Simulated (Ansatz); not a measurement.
Input:

YGaI:
Space group P-3m1 (No. 164); a = 4.1792 Å, b = 4.1792 Å, c = 11.7994 Å, α = 90.00°, β = 90.00°, γ = 120.00°

```tsv
atom	site	symmetry	x	y	z
Y	2c	3m.	0.0000	0.0000	0.1710
Ga	2d	3m.	0.6667	0.3333	0.0283
I	2d	3m.	0.3333	0.6667	0.3410
```

This is the r²SCAN-relaxed structure.

Q: All from r²SCAN in the plane-wave PAW code Ansatz, unless another level is named. Predict the electronic character.

A: metallic (no gap).

Q: What about the density of states at the Fermi level?

A: 0.18 states/eV per atom (mean over ±0.08 eV).

Q: And the formation energy from the elements (no fitted shifts)?

A: -1.24 eV/atom.

The first step of the workflow began from a Materials Project structure, measured or hypothetical; the Crystallography Open Database copy checked does not list it. Its standing as an ambient phase is unchecked. The cell was relaxed with r²SCAN under the symmetry of its start; its stability against distortions is not shown here. The run is not spin-polarised. A crystal of weakly bound layers computed without a dispersion correction: the cell and the soft elastic constants depend strongly on that. The references are the lowest solids computed at this level, not always the standard phases. Spin–orbit coupling is left out wherever it is not named.

Potentials: the later of the program's two PAW sets.
